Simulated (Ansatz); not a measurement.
Problem. Each is relaxed and computed with the program Ansatz at the r²SCAN level (PAW). Which is the only one with a gap?
A) Nb5SiB2, I4/mcm (Nb on 4c, Nb on 16l, Si on 4a, B on 8h)
B) LaAs2Ru2, I4/mmm (La on 2a, As on 4e, Ru on 4d)
C) B6As, R-3m (B on 18h, B on 18h, As on 6c)
D) Sn4As3, R-3m (Sn on 6c, Sn on 6c, As on 6c, As on 3b)

Solution. C, B6As, R-3m (B on 18h, B on 18h, As on 6c). B6As: gap 2.88 eV (indirect); Sn4As3: metal; Nb5SiB2: metal; LaAs2Ru2: metal. Standing as an ambient phase not checked: B6As, R-3m (B on 18h, B on 18h, As on 6c); Sn4As3, R-3m (Sn on 6c, Sn on 6c, As on 6c, As on 3b); Nb5SiB2, I4/mcm (Nb on 4c, Nb on 16l, Si on 4a, B on 8h); LaAs2Ru2, I4/mmm (La on 2a, As on 4e, Ru on 4d). All cells were relaxed under the symmetry of their starts (and spin orders); stability against distortions was not tested throughout. Rows with no word on spin ran without spin polarisation. Spin–orbit coupling is left out wherever it is not named.

Potentials: the earlier of the program's two PAW sets.
